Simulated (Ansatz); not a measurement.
**Nb (Im-3m) under several functionals**

**The experiment to reproduce.**

From “On the preparation and electronic properties of clean superconducting Nb(110) surfaces”, 2019, arxiv:1906.07796, for a bulk crystal of Nb: lattice constant a 3.296 Å.

Plane-wave DFT in Ansatz with scalar-relativistic PAW potentials. The same structure was relaxed (cell and atoms, symmetry kept) in separate runs at each level. No spin polarisation.

| level | cutoff (eV) | k mesh | V (Å³/atom) | a (Å) |
| --- | --- | --- | --- | --- |
| LDA | 420 | 18×18×18 | 17.127 | 3.248 |
| PBEsol | 420 | 18×18×18 | 17.517 | 3.272 |
| PBE | 420 | 18×18×18 | 18.153 | 3.311 |

Problem. Where does r2SCAN (500 eV, k mesh 18×18×18) fall?

Solution. V (Å³/atom) 18.043, a (Å) 3.305. Its volume is between those of PBEsol and PBE. The usual order of volumes, LDA < PBEsol < PBE, holds here (17.127, 17.517, 18.153 Å³/atom). As a rule LDA overbinds; PBEsol, built on the gradient expansion of slowly varying densities, lies between LDA and PBE; PBE's stronger gradient term for exchange weakens bonds. r2SCAN lies 0.6 % under PBE in volume.

For PBE: Measured lattice constant a of Nb: 3.296 Å (quoted in “On the preparation and electronic properties of clean superconducting Nb(110) surfaces”, 2019, arxiv:1906.07796). This calculation gives 3.311 Å (+0.5 %). The calculations are for 0 K without zero-point motion.

Cost: 4 runs of about 1.3 core-minutes in all, on Intel Xeon Processor @ 2.70GHz (shared hosts).